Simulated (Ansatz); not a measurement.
A relaxed cell of Sn (Fd-3m (No. 227)), relaxed on a k-mesh at least as fine as the one used below. Method: PBEsol (plane waves to 420 eV, PAW, scalar-relativistic; Ansatz, a first-principles code). Γ-centred k-mesh 9×5×9 on the run's cell (coarser than for final values), Fermi–Dirac smearing 0.05 eV.

```
CELL_PARAMETERS angstrom
      0.00000     3.27017     3.27017
      6.54034     0.00000     6.54034
      3.27017     3.27017     0.00000
ATOMIC_POSITIONS crystal
  Sn 0.50000 0.25000 0.50000
  Sn 0.50000 0.75000 0.50000
  Sn 0.75000 0.37500 0.75000
  Sn 0.75000 0.87500 0.75000
```

The atoms are displaced by (Å):

```json
[
 {"atom": "Sn1", "ux": "0.011", "uy": "-0.009", "uz": "-0.101"},
 {"atom": "Sn2", "ux": "-0.013", "uy": "0.056", "uz": "-0.044"},
 {"atom": "Sn3", "ux": "-0.060", "uy": "0.007", "uz": "-0.005"},
 {"atom": "Sn4", "ux": "-0.063", "uy": "-0.008", "uz": "-0.006"}
]
```

### Question
What forces (eV/Å) and pressure result?

### Answer
```tsv
atom	Fx	Fy	Fz
Sn1	-0.52	0.25	0.73
Sn2	-0.32	-0.41	0.20
Sn3	0.48	-0.20	-0.75
Sn4	0.36	0.36	-0.18
```

Pressure +0.2 GPa.

No spin polarisation in the result.

The run that gave the undisplaced cell could not lose the symmetry of its start; a randomly shaken copy of 4 atoms returns to this structure.
